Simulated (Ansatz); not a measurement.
An Ansatz (a first-principles code) input:

Ansatz 0.2 input:
```yaml
crystal:
  lattice:
    - [3.0780950182, 0.0, 0.0]
    - [-1.5390475091, 2.665708481, 0.0]
    - [0.0, 0.0, 10.0762038677]
  atoms:
    - { symbol: Si, position: [0.6666666667, 0.3333333333, 0.937834413] }
    - { symbol: Si, position: [0.3333333333, 0.6666666667, 0.437834413] }
    - { symbol: Si, position: [0.0, 0.0, 0.6879069747] }
    - { symbol: Si, position: [0.0, 0.0, 0.1879069747] }
    - { symbol: C, position: [0.6666666667, 0.3333333333, 0.7498032732] }
    - { symbol: C, position: [0.3333333333, 0.6666666667, 0.2498032732] }
    - { symbol: C, position: [0.0, 0.0, 0.5004453392] }
    - { symbol: C, position: [0.0, 0.0, 0.0004453392] }
kpoints:
  mp_grid: { grid: [6, 6, 2] }
hamiltonian:
  xc: hse06
  pseudopotentials: { azcp: { folder: ./paw }, kind: paw }
scf:
  n_extra_bands: 8
  occupations: { method: fixed }
output:
  eigenvalues: true
  eigenstates:
    e_range: [-9.0, 11.2]
    kpoints:
      - [0.0, 0.0, 0.0]  # VBM
      - [0.0, 0.5, 0.0]  # CBM
      - [0.0, 0.0, 0.0]  # GAMMA
      - [0.0, 0.0, 0.5]  # A
      - [0.3333333333, 0.3333333333, 0.0]  # K
      - [0.3333333333, 0.3333333333, 0.5]  # H
      - [0.5, 0.0, 0.0]  # M
      - [0.5, 0.0, 0.5]  # L
```

### Question
How many symmetry operations and irreducible k-points will the run report?

### Answer
12 operations, 14 of 72 k-points.

### Question
With a cutoff of 420 eV, how many plane waves at Γ?

### Answer
1605.

It took around 2.2 core-minutes (rough) on shared server cores.

The points marked VBM and CBM come from a semilocal run.

Space group P6_3mc (4H polytype). The PBEsol relaxation kept the symmetry of its start.

Potentials: the earlier of the program's two PAW sets. The files were generated under PBE; for other functionals the program regenerates the frozen cores, and for LDA and PBEsol the local potential too.

Ansatz is a plane-wave DFT program.
